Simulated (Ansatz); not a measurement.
GaN:
```xyz
2
Lattice="0.0000 2.0905 2.0905 2.0905 0.0000 2.0905 2.0905 2.0905 0.0000" Properties=species:S:1:pos:R:3 pbc="T T T"
Ga     0.0000     0.0000     0.0000
N      2.0905     2.0905     2.0905
```

Cartesian axes are those of the cell as given.

Question: Give the high-frequency dielectric tensor and the Born effective charge tensors of the independent atoms from DFPT, LDA (plane waves, PAW; program Ansatz).

Answer: 
ε∞:
```
7.94  0.00  0.00
0.00  7.94  0.00
0.00  0.00  7.94
```
Z* of atom 1 (Ga), rows: field, columns: displacement, in e:
```
3.55  0.00  0.00
0.00  3.55  0.00
0.00  0.00  3.55
```
Z* of atom 2 (N), rows: field, columns: displacement, in e:
```
-3.55   0.00   0.00
 0.00  -3.55   0.00
 0.00   0.00  -3.55
```

Space group Fm-3m (rock salt). This is a known high-pressure phase of the composition, computed here at zero pressure and temperature. Symmetry was held in the LDA relaxation; its stability against distortions is not shown here. Scalar-relativistic: spin–orbit coupling is off unless named, which matters more the heavier the elements.

Potentials: the later of the program's two PAW sets.
